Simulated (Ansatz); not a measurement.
**Fields on a plane of HgTe (zinc blende)**

```
CELL_PARAMETERS angstrom
      0.00000     3.32533     3.32533
      3.32533     0.00000     3.32533
      3.32533     3.32533     0.00000
ATOMIC_POSITIONS crystal
  Te 0.75000 0.75000 0.75000
  Hg 0.00000 0.00000 0.00000
```

The slice is a {110} plane (indices of the conventional cell) through the point (0.750, 0.750, 0.750) (fractional), spanned by u = [100] and v = [1 -1 -1] in vectors of this cell: u (4.70 Å) and v (6.65 Å, at 90° to u). It covers one period; positions are fractions (u, v).

Atoms on it: Te at (0.00, 0.00); Hg at (0.50, 0.75).

Calculation: PBE (plane waves to 420 eV, PAW, scalar-relativistic; Ansatz, a first-principles code). k mesh 12×12×12. These are valence fields of a PAW run, semicore shells included where kept as valence: close to a nucleus they are smooth pseudo fields. At this level the bands of HgTe touch or barely overlap. HgTe was relaxed with its symmetry unable to fall. Spin-orbit coupling is left out, though Hg and Te are heavy. The relaxed volume of HgTe is well above the measured one; the method has no dispersion term.

```
v \ u  0.00  0.13  0.26  0.39  0.52  0.65  0.78  0.91
-----  ----  ----  ----  ----  ----  ----  ----  ----
0.88    0.0  -0.2  -0.5  -0.1   0.3  -0.3  -0.4  -0.1
0.75   -1.0  -0.9  -0.3   0.9   1.2   0.6  -0.6  -1.0
0.62   -1.9  -1.6  -0.8  -0.1   0.3  -0.3  -1.1  -1.7
0.50   -2.4  -2.0  -1.6  -1.2  -1.1  -1.3  -1.8  -2.1
0.38   -1.9  -1.9  -2.0  -1.9  -1.8  -1.9  -1.9  -1.9
0.25   -1.0  -1.2  -1.6  -2.0  -2.1  -1.9  -1.4  -1.1
0.12    0.0  -0.3  -0.9  -1.5  -1.8  -1.3  -0.7  -0.2
0.00    1.2   0.6  -0.5  -1.0  -1.1  -0.9  -0.3   1.0
```

Values: log₁₀ of the valence density in e/Å³. The scale is logarithmic, as a density can span decades between atoms and voids.

```
|xxxxxx447788998855333333333333558899887744xxxx|
|xxxx3366889999664433334444333344669999886633xx|
|4444667788998844333344555544333344889988776644|
|7777888899885533335566666666553333558899888877|
|8888999999664433556677777777665533446699999988|
|9999999977443344667788xxxx88776644334477999999|
|99998866443344557788xxxxxxxx887755443344668899|
|66665544333344667788xxxxxxxx887766443333445566|
|33333322334444667788xxxxxxxx887766444433223333|
|1111112233444455777788xxxx88777755444433221111|
|0000111122444455667777777777776655444422111100|
|0000001122334444555566666666555544443322110000|
|0000000011223344444444555544444444332211000000|
|0000000011112233334444444444443333221111000000|
|0000000000111122223333333333332222111100000000|
|0000000000000011112222222222221111000000000000|
|0000000000000000001111111111110000000000000000|
|0000000000000000000000000000000000000000000000|
|0000000000000000000000000000000000000000000000|
|0000000000000000000000000000000000000000000000|
|0000000000000000000000000000000000000000000000|
|1111111100000000000000000000000000000000111111|
|3333332211110000000000000000000000001111223333|
|6666665533221100000000000000000000112233556666|
|9999888866553311000000000000000011335566888899|
|9999999999775533110000000000001133557799999999|
|8888889999997755221100000000112255779999998888|
|7777778899999977441100000000114477999999887777|
|4444667788999988552200000000225588999988776644|
|xxxx3366778899886633110000113366889988776633xx|
|xxxxxx447788999966332211112233669999887744xxxx|
|xxxxxx337788999966332222222233669999887733xxxx|
```
Scale: ten equal steps from 0.00 (start of '0') to 0.63 (end of '9'), in the order '0123456789'. Values: electron localisation function (ELF). The map has 23 points along u (two characters each, u = 0 at the left) and 32 along v (v = 0 in the bottom row). Points within 0.5 Å of a nucleus are blanked (x), as the pseudised field means little there.

| Quantity | Result |
|---|---|
| Density on the Te–Hg line (2.88 Å) at its density minimum, 1.5 Å from Te | 0.34 e/Å³ |
| ELF at that point | 0.3 |
| ELF maximum in the middle third of the Te–Hg line | 0.61, 1.2 Å from Te |
